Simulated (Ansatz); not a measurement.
## Self-consistent states of KMnF₃ (Pm-3m)

All numbers are calculated (PBEsol+U, U = 4.0 eV, J = 0.5 eV (Liechtenstein form) on Mn d, fully localised double counting, scalar-relativistic datasets, 420 eV, PAW set soft_2 (made for PBE), 5×5×5 mesh, Gaussian smearing of 0.05 eV) with the plane-wave PAW code Ansatz.

```
CELL_PARAMETERS angstrom
4.18690 0.00000 0.00000
0.00000 4.18690 0.00000
0.00000 0.00000 4.18690
ATOMIC_POSITIONS crystal
K 0.50000 0.50000 0.50000
Mn 0.00000 0.00000 0.00000
F 0.50000 0.00000 0.00000
F 0.00000 0.50000 0.00000
F 0.00000 0.00000 0.50000
```

The structure is that of a measured cell (COD), unrelaxed.

Cell and atoms stay fixed, and the cell was started in 11 ways, without spin–orbit coupling. The starts were built for 5 d electrons on Mn, a formal count that the converged states needn't keep. Starting moments of the plain starts: Mn2 5.00 μB (atoms counted from 1).

Q: How many distinct unconstrained states are reached, over what range, and what is the lowest like? The starts that converged:
- ferromagnetic start, free, default search
- site moments held at Mn2 1.26 μB (constrained)
- site moments held at Mn2 3.36 μB (constrained)
- total moment held at first, then free, 2.50 μB per cell
- total moment locked at zero, no site moments, 0.00 μB per cell (constrained)
- no spin polarisation
- total moment locked, 4.50 μB per cell (constrained)
- ferromagnetic start, free, natural orbitals of the symmetric run filled by rank
- total moment locked, 2.50 μB per cell (constrained)
- total moment locked, 5.50 μB per cell (constrained)
- ferromagnetic start, free, symmetry kept, no search

A: 1 distinct free state (told apart by 2 meV/atom, or by moments or gap). The lowest has 5 d electrons in filled orbitals, 5 of them unpaired, the high-spin filling, a gap of 2.54 eV and a whole-number cell moment of 5 μB, as a collinear insulator must have; it came from: ferromagnetic start, free, symmetry kept, no search; ferromagnetic start, free, default search; total moment held at first, then free, 2.50 μB per cell; ferromagnetic start, free, natural orbitals of the symmetric run filled by rank.

Energies count from the lowest free state found; constrained states (a lock kept on the moments, or spin off) can lie above or below free ones. A natural orbital (eigenvector of a shell's occupation matrix) is counted as filled above 0.75 (0.9 in a metal) and as partly filled from 0.35 up to that; ↑ and ↓ are the spin channels.

```tsv
state	reached from	ΔE (meV/atom)	gap (eV)	P (GPa)	cell spin moment (μB)	site spin moments (μB)	shell filling	Hubbard energy (eV/cell)	flags
1	ferromagnetic start, free, symmetry kept, no search; ferromagnetic start, free, default search; total moment held at first, then free, 2.50 μB per cell; 1 more	0.0	2.54	0.8	5.00	Mn 4.20; F 0.06	Mn 5↑ 0↓, 5.22 e	0.40	–
2	total moment locked, 4.50 μB per cell (constrained)	199.6	metal	-1.2	4.50	Mn 3.89	Mn 5↑ 0↓, 5.26 e	0.95	–
3	total moment locked, 5.50 μB per cell (constrained)	359.7	metal	4.9	5.50	Mn 4.21; F 0.15	Mn 5↑ 0↓, 5.21 e	0.39	–
4	site moments held at Mn2 3.36 μB (constrained)	380.8	metal	–	4.17	Mn 3.36; F 0.07	Mn 3↑(+2 partly) 0↓, 5.41 e	1.60	–
5	total moment locked, 2.50 μB per cell (constrained)	786.1	metal	-8.3	2.50	Mn 2.20	Mn 3↑(+2 partly) 0↓(+3 partly), 5.48 e	2.43	–
6	site moments held at Mn2 1.26 μB (constrained)	854.2	metal	–	1.43	Mn 1.26	Mn 3↑ 0↓(+3 partly), 5.49 e	2.11	–
7	total moment locked at zero, no site moments, 0.00 μB per cell (constrained)	899.0	metal	-10.4	0.00	under 0.05	Mn 0↑(+3 partly) 0↓(+3 partly), 5.52 e	1.94	–
8	no spin polarisation	899.0	metal	-10.4	0.00	under 0.05	Mn 0 filled, 3 partly in each spin, 5.52 e	1.94	–
```

Natural occupations of the lowest free state (state 1): Mn2 spin up: 0.99 0.99 1.00 1.00 1.00; Mn2 spin down: 0.03 0.03 0.03 0.07 0.07.

All 4 free starts end within 3 meV/atom of the lowest, so here the result hardly hangs on the start.

With one Mn ion in the cell, Mn moments can't oppose each other.

Other starts might reach a lower state still. For metallic states the mesh is coarse, so energy differences carry some meV/atom. U wasn't fitted or computed for this material, so the results show what this U gives and needn't match the real solid. Stress under a held lock on site moments or directions isn't converged. A gap on the mesh alone may shrink between mesh points. Site moments are integrated in small spheres and here fall short of the shell's N↑ − N↓.
